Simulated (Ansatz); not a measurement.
Input file for Ansatz (a quantum-chemistry and plane-wave program):

Ansatz 0.2 input:
```yaml
crystal:
  lattice:
    - [0.0, 4.618557573, 4.618557573]
    - [4.618557573, 0.0, 4.618557573]
    - [4.618557573, 4.618557573, 0.0]
  atoms:
    - { symbol: K, position: [0.5, 0.5, 0.5] }
    - { symbol: Cs, position: [0.25, 0.25, 0.25] }
    - { symbol: Cs, position: [0.75, 0.75, 0.75] }
    - { symbol: In, position: [0.0, 0.0, 0.0] }
    - { symbol: F, position: [0.2257081256, 0.7742918744, 0.7742918744] }
    - { symbol: F, position: [0.7742918744, 0.2257081256, 0.2257081256] }
    - { symbol: F, position: [0.7742918744, 0.2257081256, 0.7742918744] }
    - { symbol: F, position: [0.2257081256, 0.7742918744, 0.2257081256] }
    - { symbol: F, position: [0.7742918744, 0.7742918744, 0.2257081256] }
    - { symbol: F, position: [0.2257081256, 0.2257081256, 0.7742918744] }
kpoints:
  mp_grid: { grid: [3, 3, 3] }
hamiltonian:
  xc: hse06
  pseudopotentials: { kind: paw }
scf:
  n_extra_bands: 10
  occupations: { method: fixed }
output:
  eigenvalues: true
  eigenstates:
    e_range: [-9.0, 16.5]
    kpoints:
      - [0.0, 0.0, 0.5]  # VBM
      - [0.0, 0.0, 0.0]  # CBM
      - [0.0, 0.0, 0.0]  # GAMMA
      - [0.5, 0.0, 0.5]  # X
      - [0.5, 0.5, 0.5]  # L
      - [0.5, 0.25, 0.75]  # W
      - [0.375, 0.375, 0.75]  # K
      - [0.625, 0.25, 0.625]  # U
```

Output (shortened):

```
Pseudopotential: K, paw, valence charge 9
Pseudopotential: Cs, paw, valence charge 9
Pseudopotential: In, paw, valence charge 13
Pseudopotential: F, paw, valence charge 7
Functional definition: HSE06
davidson cushion auto → on  (no smearing: the cushion is to keep the highest requested band from converging to the state above it …
Crystal: 10 atoms, lattice volume = 197.038 Å³
Basis set: ecut = 420 eV, 3839 PW (Γ)
Bands: 51, of which v1, the nominal top of the filled ones, is band 41 counted from 1 (40 counted from 0)
Symmetry: 48 space group operations
Space group: Fm-3m (ITA 225), of the structure as read, at distance tolerance 5.8e-5 Å
k-points: 4 of 27
SCF iter   1: F=—  HF=-23338.131498 eV  |F-HF|=—  |Δ(HF+E_count)|=         —  Δρ=6.87e-4  dr2=5.86e-4  ethr=1.77e-3  ⟨swp⟩=2.0  Hψ=1533  notcnv=0
preconditioner: auto → none
SCF iter   2: F=-23338.132624 eV  HF=-23338.132486 eV  |F-HF|=1.38e-4  |Δ(HF+E_count)|=   9.88e-4  Δρ=3.52e-4  dr2=1.12e-4  ethr=7.14e-7  ⟨swp⟩=6.8  Hψ=911  notcnv=0  defer=8
SCF 1 stopped early in 2 iterations: F = -23338.132624 eV  dr2 = 1.12e-4
Crystal: 10 atoms, lattice volume = 197.038 Å³
Exchange kernel: α = 0.2500, screened, ω = 0.2079 Å⁻¹, Wigner–Seitz truncation, v(0) = 1043.3578 eV·Å³, q-mesh 3×3×3, nearest image of the exchange supercell L …
Frozen-core exchange: fock
SCF iter   1: F=—  HF=-23351.896216 eV  |F-HF|=—  |Δ(HF+E_count)|=         —  Δρ=8.13e-3  dr2=1.47e-1  ethr=1.37e-6  ⟨swp⟩=8.8  Hψ=1214  notcnv=0
preconditioner: auto → none
SCF iter   2: F=—  HF=-23351.857314 eV  |F-HF|=—  |Δ(HF+E_count)|=   3.89e-2  Δρ=5.62e-3  dr2=2.14e-2  ethr=1.37e-6  ⟨swp⟩=5.8  Hψ=928  notcnv=0
SCF iter   3: F=—  HF=-23351.874699 eV  |F-HF|=—  |Δ(HF+E_count)|=   1.74e-2  Δρ=2.20e-3  dr2=5.65e-3  ethr=1.37e-6  ⟨swp⟩=5.0  Hψ=791  notcnv=0
SCF iter   4: F=—  HF=-23351.872995 eV  |F-HF|=—  |Δ(HF+E_count)|=   1.70e-3  Δρ=8.27e-4  dr2=1.01e-3  ethr=1.37e-6  ⟨swp⟩=3.0  Hψ=541  notcnv=0
iter 5 solved again at ethr=4.03e-9 eV; its pass at ethr=9.05e-7 eV (dr2=3.30e-6 eV) is discarded
SCF iter   5: F=—  HF=-23351.872763 eV  |F-HF|=—  |Δ(HF+E_count)|=   2.32e-4  Δρ=7.26e-5  dr2=1.27e-4  ethr=4.03e-9  ⟨swp⟩=5.2  Hψ=1260  notcnv=0
SCF iter   6: F=—  HF=-23351.873911 eV  |F-HF|=—  |Δ(HF+E_count)|=   1.15e-3  Δρ=5.29e-4  dr2=3.64e-4  ethr=2.52e-9  ⟨swp⟩=7.8  Hψ=1049  notcnv=0
SCF iter   7: F=-23351.873791 eV  HF=-23351.873791 eV  |F-HF|=2.62e-7  |Δ(HF+E_count)|=   1.20e-4  Δρ=2.15e-5  dr2=2.58e-6  ethr=2.52e-9  ⟨swp⟩=5.8  Hψ=930  notcnv=0
SCF 2 stopped early in 7 iterations: F = -23351.873791 eV  dr2 = 2.58e-6
hybrid outer 1: dexx = +2.704e-2 eV, tail = 5.36e-5 eV
Crystal: 10 atoms, lattice volume = 197.038 Å³
Exchange kernel: α = 0.2500, screened, ω = 0.2079 Å⁻¹, Wigner–Seitz truncation, v(0) = 1043.3578 eV·Å³, q-mesh 3×3×3, nearest image of the exchange supercell L …
Frozen-core exchange: fock
SCF iter   1: F=—  HF=-23351.873948 eV  |F-HF|=—  |Δ(HF+E_count)|=         —  Δρ=7.20e-5  dr2=8.45e-6  ethr=3.27e-7  ⟨swp⟩=3.5  Hψ=526  notcnv=0
preconditioner: auto → none
iter 2 solved again at ethr=5.07e-10 eV; its pass at ethr=9.72e-9 eV (dr2=4.16e-7 eV) is discarded
SCF iter   2: F=—  HF=-23351.873945 eV  |F-HF|=—  |Δ(HF+E_count)|=   2.37e-6  Δρ=2.09e-5  dr2=4.91e-7  ethr=5.07e-10  ⟨swp⟩=3.5  Hψ=1089  notcnv=0
SCF iter   3: F=-23351.873946 eV  HF=-23351.873946 eV  |F-HF|=2.25e-8  |Δ(HF+E_count)|=   5.11e-7  Δρ=6.44e-6  dr2=4.01e-8  ethr=4.97e-10  ⟨swp⟩=6.0  Hψ=618  notcnv=0  defer=1
SCF 3 converged in 3 iterations: F = -23351.873946 eV  dr2 = 4.01e-8
hybrid outer 2: dexx = +8.023e-7 eV, tail = 1.06e-7 eV, Δε = 5.33e-3 eV (about 2.77e-4 eV left of the loop's levels)
NSCF: frozen V_eff on 8 k-points
hybrid SCF converged: 2 outer / 10 inner (+2 warm-up), last move |dexx| = 8.02e-7 eV, tail = 1.06e-7 eV
Stability not checked (fock_operator)
Free energy (F): -23351.873946 eV
Frozen-core exchange: fock
Harris-Foulkes:  -23351.873946 eV  (|F-HF|=2.25e-8)
Internal energy: -23351.873946 eV  (E = F + TS)
E sigma→0 (E₀):  -23351.873946 eV
Fermi energy:    0.630198 eV
--- Per-component energies (eV) ---
  E_band       = -569.627912
  E_kinetic    = 2040.633655
  E_local      = -6636.049574  (includes V_loc(G=0)·N_el)
  E_nonlocal   = 878.364109
  E_hartree    = 2619.361628
  E_xc         = -943.263880
  E_vxc        = -902.602910  (∫ρ·V_xc dr)
  E_exx        = -249.436108  (= α·E_x^exact, valence–valence)
  E_paw        = -16285.958298  (= ΣΔE_a)
  E_vpaw       = -689.830066  (= ΣTr[D̂ρ^β])
  E_aug_tail   = 0.012295  (compensation charges beyond the density's cutoff)
  E_ewald      = -4775.411086
  E_core_change = -0.126687  (= ΣΔE_core)
  E_smearing   =  0.000000  (= −TS)
  E_closure    = 0.000000  (closes the sum)
  Σ components = -23351.873946   (vs F -23351.873946, Δ=0.00e0)
  [band-id]    e_kinetic+e_local+e_nonlocal+2·e_hartree+e_vxc+2·e_exx+e_vpaw+e_augmentation_tail = -569.621451   (vs E_band -569.627912, Δ=6.46e-3)
--- Band table (eV) ---
  k-point 0: bands = ["-26.0615", "-20.6106", "-20.3495", "-20.3495", "-20.3137", "-20.3137", "-20.3137", "-17.4290", "-17.4216", "-10.3971", "-10.3971", "-10.3971", "-10.3917", "-10.3917", "-8.2964", "-8.2964", "-8.2964", "-3.7709", "-3.7709", "-3.7709", …
  k-point 1: bands = ["-26.0611", "-20.6100", "-20.3655", "-20.3655", "-20.3065", "-20.2979", "-20.2979", "-17.4382", "-17.4352", "-10.4175", "-10.4175", "-10.3960", "-10.3960", "-10.3939", "-8.3114", "-8.2478", "-8.2478", "-3.6294", "-3.6294", "-3.4737", …
  k-point 2: bands = ["-26.0611", "-20.5952", "-20.3601", "-20.3483", "-20.3161", "-20.3161", "-20.3069", "-17.4413", "-17.4397", "-10.4118", "-10.3952", "-10.3952", "-10.3937", "-10.3918", "-8.2936", "-8.2936", "-8.2636", "-3.6423", "-3.6423", "-3.4326", …
  k-point 3: bands = ["-26.0609", "-20.5947", "-20.3654", "-20.3534", "-20.3237", "-20.3045", "-20.2986", "-17.4445", "-17.4440", "-10.4173", "-10.4035", "-10.3951", "-10.3937", "-10.3935", "-8.2893", "-8.2880", "-8.2466", "-3.5467", "-3.5272", "-3.4359", …
```

Cost: very roughly 5 core-minutes on shared cores.

The points marked VBM and CBM come from a semilocal run.

The first step of the workflow began from a Materials Project structure, measured or hypothetical; the Crystallography Open Database copy checked does not list it. Its standing as an ambient phase is unchecked. The PBEsol relaxation kept the symmetry of its start; its stability against distortions is not shown here. Scalar-relativistic: spin–orbit coupling is off unless named, which matters more the heavier the elements.

Potentials: the later of the program's two PAW sets.

Ansatz is a plane-wave DFT program.
